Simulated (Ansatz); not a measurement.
Consider the following.

Ta4N5:
```cif
data_N5Ta4
_chemical_formula_sum 'Ta4 N5'
_space_group_name_H-M_alt 'P 1'
_space_group_IT_number 1
_cell_length_a 5.30070
_cell_length_b 5.30070
_cell_length_c 5.30070
_cell_angle_alpha 99.328
_cell_angle_beta 99.328
_cell_angle_gamma 132.518
loop_
_space_group_symop_operation_xyz
  'x, y, z'
loop_
_atom_site_label
_atom_site_type_symbol
_atom_site_fract_x
_atom_site_fract_y
_atom_site_fract_z
_atom_site_occupancy
Ta1 Ta 0.21702 0.60544 0.82246 1
Ta2 Ta 0.78298 0.39456 0.17754 1
Ta3 Ta 0.39456 0.21702 0.61157 1
Ta4 Ta 0.60544 0.78298 0.38843 1
N1 N 0.50000 0.50000 0.00000 1
N2 N 0.09150 0.30878 0.40029 1
N3 N 0.90850 0.69122 0.59971 1
N4 N 0.69122 0.09150 0.78272 1
N5 N 0.30878 0.90850 0.21728 1
```

This is the r²SCAN-relaxed structure.

**Question.** All from r²SCAN (plane waves, PAW; program Ansatz), unless another level is named. Give the electronic character.

**Answer.** metallic (no gap).

**Question.** Next, the formation energy from the elements (no fitted shifts)?

**Answer.** -1.26 eV/atom.

**Question.** What about the density of states at the Fermi level?

**Answer.** 0.16 states/eV per atom (mean over ±0.08 eV).

**Question.** Give the gap with spin–orbit coupling.

**Answer.** none (metallic).

Space group I4/m. The first step of the workflow began from a Materials Project structure, measured or hypothetical; the Crystallography Open Database copy checked does not list it. Whether it is the stable phase at ambient conditions was not checked. Symmetry was held in the r²SCAN relaxation; whether a distortion lowers the energy is not shown. The run is not spin-polarised. With an odd number of electrons in the cell and no spin polarisation, the count alone makes it a metal. The references are the lowest solids computed at this level, not always the standard phases (solids in place of the gases). Scalar-relativistic: spin–orbit coupling is off unless named, which matters more the heavier the elements.

Potentials: the later of the program's two PAW sets.
